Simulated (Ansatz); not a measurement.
**³⁹K NMR of the central transition in KNaSiF₆**

Cell: a structure deposited in the COD, atoms as given.

Space group Pnma (No. 62); a = 9.3246, b = 5.4992, c = 9.7892 Å.

```
site  Wyckoff  site symmetry       x       y       z
   K       4c            .m.  0.5136  0.2500  0.1798
  Na       4c            .m.  0.3718  0.2500  0.5596
  Si       4c            .m.  0.2290  0.2500  0.9206
 F13       8d              1  0.3274  0.4660  0.9941
 F21       8d              1  0.1254  0.0367  0.8548
 F29       4c            .m.  0.1244  0.2500  0.0601
 F33       4c            .m.  0.3313  0.2500  0.7843
```

One atom of each set is listed.

All values are calculated (Ansatz; DFT, PBE, plane waves and PAW, scalar-relativistic, 420 eV cutoff, Γ-centred 3×5×3 k-points, Fermi–Dirac smearing 0.02 eV), not measured.

³⁹K has I = 3/2 and Q = 60.30 mb (Pyykkö 2018); at 21.1 T its Larmor frequency is ν₀ = 42.0 MHz. Only the quadrupole interaction is simulated: positions count from each site's isotropic chemical shift, and shift anisotropy, dipolar and J coupling are left out.

Question: Simulate the second-order pattern (static powder, Gaussian broadening 1 kHz) of site K (9 F at 2.66–3.13 Å).

Answer: The calculation gives C_Q = -1.99 MHz and η = 0.44, so ν_Q = 0.997 MHz and the centre of gravity lies at -60.1 ppm (-2.52 kHz).

(offset (kHz), height): (-12.35, 1), (-11.51, 18), (-10.68, 43), (-9.85, 49), (-9.02, 52), (-8.18, 56), (-7.35, 60), (-6.52, 67), (-5.68, 77), (-4.85, 96), (-4.02, 100), (-3.19, 83), (-2.35, 75), (-1.52, 72), (-0.69, 70), (0.14, 67), (0.98, 61), (1.81, 70), (2.64, 95), (3.48, 87), (4.31, 54), (5.14, 42), (5.97, 17), (6.81, 1)

The calculated pressure of 8 GPa (PBE) comes largely from the unrelaxed atoms: it is 1.1 GPa once they are relaxed in the same cell. The largest force is 1.8 eV/Å, so the atoms aren't at the calculated equilibrium and relaxing them would move these values.
